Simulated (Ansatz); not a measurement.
What internal relaxation does to the elastic constants of Ti$_{3}$AlC$_{2}$

Level of theory: Ansatz, DFT LDA, scalar-relativistic, plane waves, PAW. Settings: 420 eV plane-wave cutoff, Γ-centred 12×12×2 mesh, Fermi-Dirac smearing of 0.15 eV. No spin polarisation.

The cell, relaxed at this level:
```
CELL_PARAMETERS angstrom
3.02772 0.00000 0.00000
-1.51386 2.62208 0.00000
0.00000 0.00000 18.34531
ATOMIC_POSITIONS crystal
Ti 0.00000 0.00000 0.00000
Ti 0.00000 0.00000 0.50000
Ti 0.33333 0.66667 0.12711
Ti 0.66667 0.33333 0.62711
Ti 0.33333 0.66667 0.37289
Ti 0.66667 0.33333 0.87289
Al 0.00000 0.00000 0.25000
Al 0.00000 0.00000 0.75000
C 0.33333 0.66667 0.56925
C 0.66667 0.33333 0.06925
C 0.33333 0.66667 0.93075
C 0.66667 0.33333 0.43075
```

In a metal, frequencies and elastic constants depend on the k mesh and the smearing, soft modes and shear constants most.

Clamped-ion constants (GPa, Voigt order; atoms follow the strain homogeneously):
```
406.7  95.7 112.6   0.0   0.0   0.0
 95.7 406.7 112.6   0.0   0.0   0.0
112.6 112.6 394.2   0.0   0.0   0.0
  0.0   0.0   0.0 178.7   0.0   0.0
  0.0   0.0   0.0   0.0 178.7   0.0
  0.0   0.0   0.0   0.0   0.0 155.5
```

Question: What are the constants once the atoms relax in each strained cell?

Answer:
```
382.9  87.2  81.4   0.0   0.0   0.0
 87.2 382.9  81.4   0.0   0.0   0.0
 81.4  81.4 318.1   0.0   0.0   0.0
  0.0   0.0   0.0 132.0   0.0   0.0
  0.0   0.0   0.0   0.0 132.0   0.0
  0.0   0.0   0.0   0.0   0.0 147.8
```
The Voigt shear modulus goes from 161.7 to 138.0 GPa and the Voigt bulk modulus from 205.5 to 176.0 GPa. Relaxation subtracts ΛᵀK⁻¹Λ/V, with Λ the forces that a strain puts on the atoms and K the zone-centre force constants. At a stable cell this can only lower the diagonal constants, and it acts only for strains that share their symmetry with an optical mode; elsewhere, and where the coupling is weak, the constants hardly move.